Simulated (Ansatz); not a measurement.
Input:

La$_{3}$In:
Space group Pm-3m (No. 221); a = b = c = 5.0750 Å, α = β = γ = 90.00°

```tsv
atom	site	symmetry	x	y	z
La	3c	4/mm.m	0.0000	0.5000	0.5000
In	1a	m-3m	0.0000	0.0000	0.0000
```

This is the r²SCAN-relaxed structure.

Q: All from plane-wave PAW r²SCAN (Ansatz code), unless another level is named. Predict the density of states at the Fermi level.

A: 1.8 states/eV per atom (mean over ±0.08 eV).

Q: Next, the formation energy from the elements (no fitted shifts)?

A: -0.38 eV/atom.

The first step of the workflow began from a Materials Project structure, measured or hypothetical; the Crystallography Open Database files this formula in space group No. 221, but the cells were not matched. Whether it is the stable phase at ambient conditions was not checked. The cell was relaxed with r²SCAN under the symmetry of its start; whether a distortion lowers the energy is not shown. The references are the lowest solids computed at this level, not always the standard phases. Spin–orbit coupling is left out wherever it is not named.

Potentials: the earlier of the program's two PAW sets.
